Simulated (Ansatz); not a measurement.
Ansatz (an electronic-structure program) input:

Ansatz 0.2 input:
```yaml
crystal:
  lattice:
    - [3.2934619791, 0.0, 0.0]
    - [-1.6467309896, 2.8522217403, 0.0]
    - [0.0, 0.0, 6.2484061527]
  atoms:
    - { symbol: Ti, position: [0.3333333333, 0.6666666667, 0.25] }
    - { symbol: Ti, position: [0.6666666667, 0.3333333333, 0.75] }
    - { symbol: S, position: [0.0, 0.0, 0.0] }
    - { symbol: S, position: [0.0, 0.0, 0.5] }
kpoints:
  mp_grid: { grid: [30, 30, 14] }
hamiltonian:
  xc: pbesol
  pseudopotentials: { kind: paw }
scf:
  occupations: { method: fermi_dirac, width: 0.1 }
elastic: { mode: relaxed_ion, stencil: two_point, amplitude: 0.005, f_tol: 0.0005 }
```

Output (shortened):

```
Pseudopotential: Ti, paw, valence charge 12
Pseudopotential: S, paw, valence charge 6
Functional definition: PBEsol
Crystal: 4 atoms, lattice volume = 58.696 Å³
Basis set: ecut = 420 eV, 1161 PW (Γ), exchange–correlation on 48×48×90 points (8 copies of the dense FFT grid, shifted against one another)
Bands: 22, of which v1, the nominal top of the filled ones, is band 18 counted from 1 (17 counted from 0)
Symmetry: 24 space group operations
Space group: P63/mmc (ITA 194), of the structure as read, at distance tolerance 3.9e-5 Å
k-points: 728 of 12600
automatic band count: the SCF goes on with 26 bands, as 22 were too few: the levels above may hold too much charge
the search or the solves at the SCF's close seem to have found levels that the self-consistency loop had missed (the run counts 1) …
SCF 1 converged in 10 iterations: F = -6723.038920 eV  dr2 = 1.44e-14
Crystal: 4 atoms, lattice volume = 58.402 Å³
Bands: 26, of which v1, the nominal top of the filled ones, is band 18 counted from 1 (17 counted from 0)
Symmetry: 8 space group operations
k-points: 1928 of 12600
SCF 2 converged in 11 iterations: F = -6723.037573 eV  dr2 = 1.00e-14
relax step   1: F+E_penalty+E_count = -6723.03757339 eV  Δ(F+E_penalty+E_count) = +0.000e0 eV  max|allowed force component| = 2.457e-2 eV/Å  Δτ_max = 0.0000 Å  (11 SCF iters, accepted)
Crystal: 4 atoms, lattice volume = 58.402 Å³
SCF 3 converged in 7 iterations: F = -6723.037633 eV  dr2 = 4.71e-14
relax step   2: F+E_penalty+E_count = -6723.03763320 eV  Δ(F+E_penalty+E_count) = -5.981e-5 eV  max|allowed force component| = 1.362e-2 eV/Å  Δτ_max = 0.0016 Å  (7 SCF iters, accepted)
Crystal: 4 atoms, lattice volume = 58.402 Å³
SCF 4 converged in 8 iterations: F = -6723.037660 eV  dr2 = 7.96e-15
relax step   3: F+E_penalty+E_count = -6723.03765969 eV  Δ(F+E_penalty+E_count) = -2.649e-5 eV  max|allowed force component| = 1.581e-5 eV/Å  Δτ_max = 0.0019 Å  (8 SCF iters, accepted)
Crystal: 4 atoms, lattice volume = 58.402 Å³
SCF 5 converged in 11 iterations: F = -6723.037660 eV  dr2 = 0.0
Crystal: 4 atoms, lattice volume = 58.989 Å³
Basis set: ecut = 420 eV, 1169 PW (Γ), exchange–correlation on 48×48×90 points (8 copies of the dense FFT grid, shifted against one another)
SCF 6 converged in 10 iterations: F = -6723.038024 eV  dr2 = 9.54e-14
relax step   1: F+E_penalty+E_count = -6723.03802418 eV  Δ(F+E_penalty+E_count) = +0.000e0 eV  max|allowed force component| = 2.339e-2 eV/Å  Δτ_max = 0.0000 Å  (10 SCF iters, accepted)
Crystal: 4 atoms, lattice volume = 58.989 Å³
SCF 7 converged in 8 iterations: F = -6723.038104 eV  dr2 = 1.30e-14
relax step   2: F+E_penalty+E_count = -6723.03810425 eV  Δ(F+E_penalty+E_count) = -8.006e-5 eV  max|allowed force component| = 5.715e-4 eV/Å  Δτ_max = 0.0033 Å  (8 SCF iters, accepted)
Crystal: 4 atoms, lattice volume = 58.989 Å³
SCF 8 converged in 10 iterations: F = -6723.038104 eV  dr2 = 0.0
relax step   3: F+E_penalty+E_count = -6723.03810429 eV  Δ(F+E_penalty+E_count) = -4.787e-8 eV  max|allowed force component| = 6.285e-7 eV/Å  Δτ_max = 0.0001 Å  (10 SCF iters, accepted)
Crystal: 4 atoms, lattice volume = 58.989 Å³
SCF 9 converged in 12 iterations: F = -6723.038104 eV  dr2 = 0.0
Crystal: 4 atoms, lattice volume = 58.402 Å³
SCF 10 converged in 9 iterations: F = -6723.037133 eV  dr2 = 8.63e-15
Crystal: 4 atoms, lattice volume = 58.989 Å³
SCF 11 converged in 7 iterations: F = -6723.038485 eV  dr2 = 6.82e-15
Crystal: 4 atoms, lattice volume = 58.695 Å³
Symmetry: 4 space group operations
k-points: 3272 of 12600
SCF 12 converged in 10 iterations: F = -6723.038558 eV  dr2 = 7.83e-15
relax step   1: F+E_penalty+E_count = -6723.03855770 eV  Δ(F+E_penalty+E_count) = +0.000e0 eV  max|allowed force component| = 4.541e-4 eV/Å  Δτ_max = 0.0000 Å  (10 SCF iters, accepted)
Crystal: 4 atoms, lattice volume = 58.695 Å³
SCF 13 converged in 12 iterations: F = -6723.038558 eV  dr2 = 4.90e-19
Crystal: 4 atoms, lattice volume = 58.695 Å³
SCF 14 converged in 10 iterations: F = -6723.038558 eV  dr2 = 7.81e-15
relax step   1: F+E_penalty+E_count = -6723.03855770 eV  Δ(F+E_penalty+E_count) = +0.000e0 eV  max|allowed force component| = 4.541e-4 eV/Å  Δτ_max = 0.0000 Å  (10 SCF iters, accepted)
Crystal: 4 atoms, lattice volume = 58.695 Å³
SCF 15 converged in 12 iterations: F = -6723.038558 eV  dr2 = 5.71e-19
SCF converged after 10 iterations
Free energy (F): -6723.038920 eV
Harris-Foulkes:  -6723.038920 eV  (|F-HF|=9.09e-13)
Internal energy: -6722.940007 eV  (E = F + TS)
E sigma→0 (E₀):  -6722.989464 eV
Entropy (-TS):   -0.098913 eV (-24.728 meV/atom)
Fermi energy:    14.198732 eV
--- Per-component energies (eV) ---
  E_band       = -250.021605
  E_kinetic    = 769.927575
  E_local      = -1833.411623  (includes V_loc(G=0)·N_el)
  E_nonlocal   = 76.980896
  E_hartree    = 757.055430
  E_xc         = -391.015760
  E_vxc        = -425.008665  (∫ρ·V_xc dr)
  E_paw        = -3214.656711  (= ΣΔE_a)
  E_vpaw       = -352.620898  (= ΣTr[D̂ρ^β])
  E_aug_tail   = 0.000252  (compensation charges beyond the density's cutoff)
  E_ewald      = -2888.222733
  E_core_change = 0.402667  (= ΣΔE_core)
  E_smearing   = -0.098913  (= −TS)
  E_closure    = 0.000000  (closes the sum)
  Σ components = -6723.038920   (vs F -6723.038920, Δ=0.00e0)
--- Forces (eV/Å), atoms counted from 1 ---
  atom   1  Ti     0.00000000     0.00000000     0.00000000
  atom   2  Ti     0.00000000     0.00000000     0.00000000
  atom   3  S      0.00000000     0.00000000     0.00000000
  atom   4  S      0.00000000     0.00000000     0.00000000
  max |Σ_I F_I| component: 3.70e-17 eV/Å
--- Stress (GPa, compression-positive) ---
        0.117213       0.000000       0.000000
        0.000000       0.117213       0.000000
        0.000000       0.000000       0.363701
  P = ⅓ Tr σ = 0.1994 GPa (1.994 kbar)
--- Band table (eV; the first three rows and the last of 728) ---
  k-point 0: bands = ["-43.0894", "-43.0807", "-19.6963", "-19.5694", "-19.3668", "-19.3668", "-19.3598", "-19.3598", "-2.0639", "-0.4427", "5.7181", "10.3347", "10.3347", "11.1910", "11.1910", "11.4295", "12.2442", "13.5508", "13.5508", "13.8283", "13.8283", …
  k-point 1: bands = ["-43.0893", "-43.0808", "-19.6948", "-19.5710", "-19.3667", "-19.3667", "-19.3599", "-19.3599", "-2.0484", "-0.4713", "5.7722", "10.3402", "10.3402", "11.1608", "11.1695", "11.1695", "12.4738", "13.5855", "13.5855", "13.8460", "13.8460", …
  k-point 2: bands = ["-43.0890", "-43.0811", "-19.6901", "-19.5758", "-19.3664", "-19.3664", "-19.3601", "-19.3601", "-2.0021", "-0.5534", "5.9308", "10.3568", "10.3568", "10.6621", "11.1098", "11.1098", "12.8580", "13.6829", "13.6829", "13.8976", "13.8976", …
  k-point 727: bands = ["-43.0623", "-43.0623", "-19.5922", "-19.5922", "-19.5113", "-19.5113", "-19.4777", "-19.4777", "0.0879", "0.0879", "7.2175", "7.2175", "8.2478", "8.2478", "8.6818", "8.6818", "14.1968", "14.1968", "14.8921", "14.8921", "15.4544", …
--- Elastic constants: 3 strain directions × 2 members + reference (group order 24) ---
  dense FFT box of the reference and of every strained cell: 24×24×45
  strains applied: 11, 33, 23; error gains …
  C = ∂σ_k/∂η_j (tension-positive GPa; Voigt order 11 22 33 23 13 12):
       226.782     89.206    103.863      0.000      0.000      0.000
        89.206    226.782    103.863      0.000      0.000      0.000
       104.109    104.109    242.761      0.000      0.000      0.000
         0.000      0.000      0.000     79.053      0.000      0.000
         0.000      0.000      0.000      0.000     79.053      0.000
         0.000      0.000      0.000      0.000      0.000     68.788
  reference stress σ⁰ (GPa):     -0.117     -0.117     -0.364      0.000      0.000      0.000
  moduli (Voigt/Reuss/Hill, GPa): K = 143.41/142.86/143.14   G = 71.99/71.43/71.71   E = 184.35   ν = 0.285
  mechanically stable: yes (min eigenvalue of sym C = 68.79 GPa)
  strain η (Voigt 11):  stress-route row diagonal C_11 = 226.78 GPa, energy-path curvature d²(F+E_count+ΔE)/dδ²/Ω₀ = 226.78 GPa
         δ    σ_11 (GPa)             F (eV)   n_scf  n_hpsi   n_pw
    -5.000e-3      -1.2652       -6723.0376597      11  898425   1179   relax 3 steps, max|allowed force component| 1.58e-5 eV/Å
     5.000e-3       1.0026       -6723.0381043      12  947155   1182   relax 3 steps, max|allowed force component| 6.28e-7 eV/Å
  strain η (Voigt 33):  stress-route row diagonal C_33 = 242.76 GPa, energy-path curvature d²(F+E_count+ΔE)/dδ²/Ω₀ = 242.75 GPa
         δ    σ_33 (GPa)             F (eV)   n_scf  n_hpsi   n_pw
    -5.000e-3      -1.5955       -6723.0371326       9  343080   1178   relax 0 steps, max|allowed force component| 6.51e-18 eV/Å
     5.000e-3       0.8321       -6723.0384849       7  310878   1185   relax 0 steps, max|allowed force component| 4.28e-17 eV/Å
  strain η (Voigt 23):  stress-route row diagonal C_44 = 79.05 GPa, energy-path curvature d²(F+E_count+ΔE)/dδ²/Ω₀ = 79.18 GPa
         δ    σ_23 (GPa)             F (eV)   n_scf  n_hpsi   n_pw
    -5.000e-3      -0.3953       -6723.0385577      12  1607693   1180   relax 1 steps, max|allowed force component| 4.54e-4 eV/Å
     5.000e-3       0.3953       -6723.0385577      12  1610056   1180   relax 1 steps, max|allowed force component| 4.54e-4 eV/Å
```

Cost: about 40 core-minutes (a rough figure) on shared cores.

Space group P6_3/mmc (NiAs type). The workflow started from an entry of the Crystallography Open Database (COD), which files this formula under 2 space groups. Its standing as an ambient phase is unchecked. Symmetry was held in the PBEsol relaxation; its stability against distortions is not shown here. The run is not spin-polarised. As this level gives no gap, shear constants depend on the k-mesh and smearing (Fermi–Dirac, 0.1 eV here). On the denser mesh and wider smearing of the elastic run this cell carries a stress of 0.4 GPa.

Potentials: the later of the program's two PAW sets.

Ansatz is a plane-wave DFT program.
